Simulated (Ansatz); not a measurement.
**Settings and field gradients in NbAgSe₂O₇**

Cell: a measured structure from the Crystallography Open Database (COD), its atoms then relaxed with PBE in this cell.

Space group Cmcm (No. 63); a = 10.8130, b = 7.7920, c = 7.3630 Å.

```csv
site,Wyckoff,site symmetry,x,y,z
Nb,4a,2/m..,0.0000,0.0000,0.5000
Ag,4b,2/m..,0.5000,0.0000,0.0000
Se,8g,..m,0.2887,0.7647,0.2500
O9,8g,..m,0.3546,0.9607,0.2500
O13,16h,1,0.3687,0.6711,0.4353
O21,4c,m2m,0.5000,0.5798,0.7500
```

One atom of each set is listed; the run and its k-mesh use a cell of 22 atoms with edges of 6.66, 6.66, 7.36 Å.

Reference run. Level of theory: DFT, PBE, plane waves and PAW, scalar-relativistic, 420 eV cutoff, Γ-centred 4×4×3 k-points, Fermi–Dirac smearing 0.02 eV (Ansatz 0.2.0).

It gives V_zz (10²¹ V/m²) Se -35.0 (η 0.40), O9 12.60 (η 0.22), Nb -11.70 (η 0.03), among others. Each of these runs changes the input as listed (caps on SCF iterations aside):

A. scf.n_extra_bands: not typed → 16
B. hamiltonian.pseudopotentials: {kind: paw} → {kind: paw, source: ansatz}; scf.mixing.preconditioner: not typed → kerker_dos
C. basis.xc_grid: not typed → 3; scf.n_extra_bands: not typed → 8; scf.occupations.method: fermi_dirac → gaussian; scf.occupations.width: 0.02 → 0.3
D. scf.occupations.width: 0.02 → not typed; scf.occupations.method: fermi_dirac → tetrahedron

Problem. Which of these changes matter for the gradients?

Solution. 

```tsv
run	Se V_zz (η)	O9 V_zz (η)	Nb V_zz (η)	largest change of a gradient tensor, all atoms	note
A	-35.0 (0.40)	12.60 (0.22)	-11.70 (0.03)	0.00	converged
B	-35.7 (0.41)	12.50 (0.22)	-12.01 (0.03)	0.88	converged; another set of PAW files; cutoff taken 930 eV
C	-35.0 (0.40)	12.60 (0.22)	-11.70 (0.03)	0.00	converged
D	-35.0 (0.40)	12.60 (0.22)	-11.70 (0.03)	0.00	converged
```

Run B moves them most, on Se (V_zz from -35.0 to -35.7); against its own size the tensor moves most on Ag among sites above 0.3 (by 0.63, V_zz from 11.00 to 11.63).

In run B the shift comes from hamiltonian.pseudopotentials: the other keys steer the path to self-consistency or leave the density as it is.

On the reference run: Without spin–orbit coupling (the program notes it for Ag and Nb) the gradients are little affected as a rule: paired runs on crystals with a gap mostly move them by under 2 % at such atoms.
